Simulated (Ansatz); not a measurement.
Several occupations of a zinc blende lattice at one composition, 1 B, 2 In, 5 Al, 4 Ga; 12 P. Sites, in fractions of the cell -5.283 -5.283 0.000; 0.000 5.283 5.283; -5.283 5.283 -5.283 Å:

| cell | sites |
| --- | --- |
| all | Al (0.00 0.00 0.00), P (0.00 0.00 0.25), P (0.00 0.50 0.25), P (0.17 0.33 0.58), P (0.17 0.83 0.58), P (0.33 0.17 0.92), P (0.33 0.67 0.92), P (0.50 0.00 0.25), P (0.50 0.50 0.25), P (0.67 0.33 0.58), P (0.67 0.83 0.58), P (0.83 0.17 0.92), P (0.83 0.67 0.92) |
| 1 | Al (0.33 0.17 0.67), Al (0.67 0.83 0.33), Al (0.83 0.17 0.67), Al (0.83 0.67 0.67), B (0.67 0.33 0.33), Ga (0.00 0.50 0.00), Ga (0.17 0.33 0.33), Ga (0.17 0.83 0.33), Ga (0.33 0.67 0.67), In (0.50 0.00 0.00), In (0.50 0.50 0.00) |
| 2 | Al (0.00 0.50 0.00), Al (0.17 0.33 0.33), Al (0.17 0.83 0.33), Al (0.67 0.83 0.33), B (0.33 0.17 0.67), Ga (0.33 0.67 0.67), Ga (0.50 0.00 0.00), Ga (0.67 0.33 0.33), Ga (0.83 0.67 0.67), In (0.50 0.50 0.00), In (0.83 0.17 0.67) |
| 3 | Al (0.17 0.83 0.33), Al (0.50 0.00 0.00), Al (0.50 0.50 0.00), Al (0.83 0.17 0.67), B (0.00 0.50 0.00), Ga (0.17 0.33 0.33), Ga (0.67 0.33 0.33), Ga (0.67 0.83 0.33), Ga (0.83 0.67 0.67), In (0.33 0.17 0.67), In (0.33 0.67 0.67) |

Each was relaxed without symmetry on coarser meshes and computed once more. Computed with Ansatz 0.2.0, DFT PBE, scalar-relativistic, plane waves, PAW.

Cutoff 420 eV; k points 4×4×3 on the computed 24-atom cell (Γ-centred); Gaussian smearing, width 0.02 eV; no spin polarisation.

Warren–Cowley parameters of the first shell of the sublattice with most elements (negative: unlike neighbours preferred):
| cell | Al-Ga | Al-In | Al-B | Ga-In | B-Ga | B-In |
| --- | --- | --- | --- | --- | --- | --- |
| 1 | -0.05 | 0.00 | 0.00 | 0.00 | -0.25 | 0.00 |
| 2 | -0.05 | 0.00 | 0.40 | -0.38 | -0.50 | -0.50 |
| 3 | -0.05 | -0.10 | -0.60 | 0.00 | 0.25 | 0.50 |

Forces of up to 0.08 eV/Å remain on the final mesh.

Question: Which occupation is lowest in energy, and by how much?

Answer: Cells 2, 3 are lowest, within 8 meV/atom of each other and so too close to rank here.
| cell | E − E(lowest) (meV/atom) | V (Å³/atom) | gap on mesh (eV) |
| --- | --- | --- | --- |
| 2 | 0.0 | 20.77 | 1.16 |
| 3 | 7.1 | 20.81 | 1.01 |
| 1 | 8.6 | 20.85 | 1.06 |

The final mesh leaves forces up to 0.08 eV/Å and stresses up to 0.6 GPa: the relaxation ran on a coarser mesh, so the cell's shape, its bonds and its energy belong partly to that mesh.

The gap is read on a mesh, which can miss the band edges, so it can be too wide.

Cost: 6 runs of about 41 core-minutes in all (earlier runs that led there not counted), on Arm Neoverse N1 (shared hosts).